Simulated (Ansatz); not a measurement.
# Computed properties of MgCdS₂

MgCdS$_{2}$:
```
CELL_PARAMETERS angstrom
      3.78191     0.00000     0.00000
      0.00000     3.78191     0.00000
      0.00000     0.00000     5.35369
ATOMIC_POSITIONS crystal
  Mg 0.50000 0.50000 0.50000
  Cd 0.00000 0.00000 0.00000
  S  0.00000 0.00000 0.50000
  S  0.50000 0.50000 0.00000
```

Space group P4/mmm (No. 123); conventional cell a = 3.782 Å, b = 3.782 Å, c = 5.354 Å, α = 90.00°, β = 90.00°, γ = 90.00°.

Method: r²SCAN in the plane-wave PAW code Ansatz. The cell and atoms are relaxed at this level. Other levels are named where they apply.

Cell and energy:

```json
{
  "volume_per_atom": "19.14 Å³",
  "density": "4.36 g/cm³",
  "Formation energy from the elements (no fitted shifts)": "-1.17 eV/atom"
}
```

Electronic structure:

```json
{
 "band_gap": "0.73 eV (indirect)",
 "valence_band_maximum": "at R",
 "conduction_band_minimum": "at M",
 "smallest_direct_gap_on_the_standard_path": "2.03 eV",
 "electron_effective_mass": "0.19, 0.26, 0.26 mₑ (principal values)",
 "Electron effective mass with spin–orbit coupling": "0.19, 0.26, 0.26 mₑ (principal values)",
 "hole_effective_mass": "0.20, 0.68, 0.94 mₑ (principal values)",
 "Hole effective mass with spin–orbit coupling": "0.20, 0.67, 0.93 mₑ (principal values)",
 "HSE06 gap on the r²SCAN cell": "1.23 eV",
 "Gap with spin–orbit coupling": "0.73 eV",
 "Z2 indices of the occupied bands with spin–orbit coupling": "0;(000)"
}
```

Mechanics:

```json
{
 "Bulk modulus (Birch–Murnaghan fit)": "81.4 GPa",
 "Pressure derivative B′": "4.4",
 "Elastic constants (relaxed ions, GPa)": "C11 = 143, C12 = 50.0, C13 = 51.5, C33 = 141, C44 = 45.6, C66 = 45.0",
 "mechanical_stability": "stable (all eigenvalues of C positive)",
 "hill_bulk_and_shear_moduli": "81.5 and 45.5 GPa",
 "Young's modulus": "115 GPa",
 "Poisson's ratio": "0.26",
 "debye_temperature_from_the_elastic_constants": "400 K"
}
```

Dielectric response:

```json
{
 "Electronic dielectric constant ε∞ (DFPT)": "6.31 (xx = yy), 6.34 (zz)",
 "Static dielectric constant ε0 (ions relaxed, cell fixed)": "22.4 (xx = yy), 23.7 (zz)",
 "Born charges (a third of the trace)": "Mg +2.40, Cd +2.81, S -2.68 to -2.53 e"
}
```

Phonons:

```json
{
  "Highest zone-centre frequency (without LO–TO term)": "280 cm⁻¹",
  "zone_centre_stability": "no imaginary mode at Γ"
}
```

Charges:

```json
{
 "bader_charges": "Mg +1.71, Cd +1.02, S -1.48 to -1.25 e"
}
```

The workflow started from a Materials Project entry (that database holds measured and hypothetical structures alike); the Crystallography Open Database copy checked does not list it. With Mg and Cd taken as one species the cell has the higher symmetry Fm-3m, so it may be an ordered model of a mixed-site phase. Its standing as an ambient phase is unchecked. The r²SCAN relaxation kept the symmetry of its start. The references are the lowest solids computed at this level, not always the standard phases. Scalar-relativistic: spin–orbit coupling is off unless named, which matters more the heavier the elements.

Potentials: the later of the program's two PAW sets.
